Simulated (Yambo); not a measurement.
BSE-type run in Yambo on RbMo$_{2}$AlO$_{8}$ (space group P-3m1, No. 164), at finite momentum (a q point of the mesh, 0.85 1/Å).

Quantum ESPRESSO step (PBEsol, PseudoDojo standard norm-conserving files, scalar-relativistic):
```
&CONTROL
  calculation = 'nscf'
  pseudo_dir = './pseudo'
  outdir = './out'
/
&SYSTEM
  ibrav = 0
  nat = 12
  ntyp = 4
  ecutwfc = 84.0
  ecutrho = 336.0
  occupations = 'fixed'
  force_symmorphic = .true.
  nbnd = 124
/
&ELECTRONS
  conv_thr = 1.2000000000000002e-08
  diago_full_acc = .true.
  diago_thr_init = 1e-08
/
ATOMIC_SPECIES
O 15.9990 O.upf
Al 26.9815 Al.upf
Rb 85.4678 Rb.upf
Mo 95.9500 Mo.upf
CELL_PARAMETERS angstrom
  5.653670067000   0.000000000000   0.000000000000
 -2.826835034000   4.896221903000   0.000000000000
  0.000000000000   0.000000000000   7.476000000000
ATOMIC_POSITIONS crystal
O   0.157690000000   0.842310000000   0.349470000000
O   0.842310000000   0.157690000000   0.650530000000
O   0.157690000000   0.315380000000   0.349470000000
O   0.842310000000   0.684620000000   0.650530000000
O   0.684620000000   0.842310000000   0.349470000000
O   0.315380000000   0.157690000000   0.650530000000
O   0.333333333000   0.666666667000   0.040900000000
O   0.666666667000   0.333333333000   0.959100000000
Al   0.000000000000   0.000000000000   0.500000000000
Rb   0.000000000000   0.000000000000   0.000000000000
Mo   0.333333333000   0.666666667000   0.275000000000
Mo   0.666666667000   0.333333333000   0.725000000000
K_POINTS automatic
3 3 2 0 0 0
```

Yambo input:
```
rim_cut
optics
bse
bss
dipoles
em1s
RandQpts= 1000000
RandGvec= 1 Ry
FFTGvecs= 40 Ry
Chimod= "HARTREE"
BSKmod= "SEX"
BSEmod= "resonant"
BSSmod= "hs"
BSENGexx= 15 Ry
BSENGBlk= 3 Ry
% KfnQP_E
 2.668 | 1.0 | 1.0 |
%
% BSEQptR
 6 | 6 |
%
% BSEBands
 23 | 56 |
%
% BEnRange
 0.0 | 11.6 | eV
%
% BDmRange
 0.15 | 0.15 | eV
%
BEnSteps= 232
% BLongDir
 1.0 | 0.0 | 0.0 |
%
BSHayTrs= -0.02
BSSNEig= 24
WRbsWF
% BndsRnXs
 3 | 120 |
%
NGsBlkXs= 3 Ry
% LongDrXs
 1.0 | 1.0 | 1.0 |
%
```

From the report:

The dimension is k points × valence × conduction bands = 18 × 22 × 12 = 4752.
```
   [SLEPC] Approach                          : Krylov-Schur
   [SLEPC] Number of requested eigenvalues   :  24
   [SLEPC] Number of eigenvalues        [NEV]:  24
    [K] Dimension                                    :   4752
    [K] Bands                                        :   23   56
    [K] Exchange res                                 : yes
    [K] Correlation res                              : yes
    [K] W interaction is bare                        : no
    [K] RL vectors exchange                          :  1409
    [K] RL vectors correlation                       :  121
    [W] Matrix size                                  :  121
    [W] Bands                                        :    3  120
    [W] Coulomb Cutoff                               : none
    [W] Hxc Kernel                                   : HARTREE
```
Lowest eigenvalues (eV; in brackets the number of states within 2 meV): 4.04 (2), 4.20 (4), 4.53 (1), 4.56 (1), 4.59 (1), 4.59 (1). They depend on the mesh, which isn't converged, and on the G0W0 scissor.

Spin-orbit coupling is not included.

Geometry of the Materials Project entry, not relaxed at this level.

The structure is a Materials Project entry; no match was found in the copy of COD used, and its stability was not checked.
